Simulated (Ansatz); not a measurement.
A crystal relaxed with r2SCAN in Ansatz 0.2.0 has space group F-43m (No. 216) and a = 7.895 Å.

```json
{"atom": "K", "site": "4c", "x": "0.2500", "y": "0.2500", "z": "0.2500"}
{"atom": "La", "site": "4d", "x": "0.2500", "y": "0.2500", "z": "0.7500"}
{"atom": "Mg", "site": "4a", "x": "0.0000", "y": "0.0000", "z": "0.0000"}
{"atom": "Xx", "site": "4b", "x": "0.5000", "y": "0.0000", "z": "0.0000"}
{"atom": "O", "site": "24f", "x": "0.2580", "y": "0.0000", "z": "0.0000"}
```

With r2SCAN the valence top lies at Γ and the conduction bottom at X, 3.08 eV higher; the smallest vertical gap, at X, is 3.12 eV. HSE06 gives an indirect gap of 4.18 eV, from Γ to X; the least direct gap is 4.23 eV at X. PBE gives an indirect gap of 2.68 eV, from Γ to X; the least direct gap is 2.72 eV at X. Meshes: r2SCAN 6×6×6, HSE06 4×4×4, PBE 6×6×6. r2SCAN's ε∞ is 4.4 in all directions.

Problem. Which element is Xx?
A. W
B. Cr
C. Mo

Solution. A. Xx is W: KLaMgWO6 (F-43m) from a database structure. K is surrounded by 12 O at 2.79 Å; La is surrounded by 12 O at 2.79 Å; Mg is surrounded by 6 O at 2.04 Å; W is surrounded by 6 O at 1.91 Å; O is surrounded by 1 W at 1.91 Å and 1 Mg at 2.04 Å and 2 La at 2.79 Å and 2 K at 2.79 Å.

The values are computed, spin-unpolarised, and not measurements.

No spin-orbit coupling is included; it can move band edges with weight on the heavy atoms by tenths of an eV.

The meshes of the hybrids are coarse, so their gaps aren't converged to the digits shown.
